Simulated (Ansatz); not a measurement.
## Ta2Se: computed property card

Ta2Se:
```
CELL_PARAMETERS angstrom
      3.37689     0.00000     0.00000
      0.00000     3.37689     0.00000
      0.00000     0.00000    10.24895
ATOMIC_POSITIONS crystal
  Ta 0.50000 0.00000 0.76684
  Ta 0.00000 0.50000 0.23316
  Ta 0.00000 0.50000 0.92566
  Ta 0.50000 0.00000 0.07434
  Se 0.00000 0.50000 0.64813
  Se 0.50000 0.00000 0.35187
```

Space group P4/nmm (No. 129); conventional cell a = 3.3769 Å, b = 3.3769 Å, c = 10.2490 Å, α = 90.00°, β = 90.00°, γ = 90.00°.

Method: plane-wave PAW r²SCAN (Ansatz code). Geometry: relaxed at this level of theory. Other levels are named where they apply.

Cell and energy:

```yaml
volume_per_atom: 19.48 Å³
density: 12.53 g/cm³
Formation energy from the elements (no fitted shifts): -51 kJ/mol of atoms
```

Electronic structure:

```yaml
electronic_character: metallic (no gap)
Density of states at the Fermi level: 0.66 states/eV per atom (mean over ±0.08 eV)
```

The first step of the workflow began from a Materials Project structure, measured or hypothetical; the Crystallography Open Database files this formula in space group No. 129, but the cells were not matched. Its standing as an ambient phase is unchecked. The cell was relaxed with r²SCAN under the symmetry of its start; whether a distortion lowers the energy is not shown. No spin polarisation was allowed. A crystal of weakly bound layers computed without a dispersion correction: the cell and the soft elastic constants depend strongly on that. The references are the lowest solids computed at this level, not always the standard phases. Spin–orbit coupling is left out wherever it is not named.

Potentials: the earlier of the program's two PAW sets.
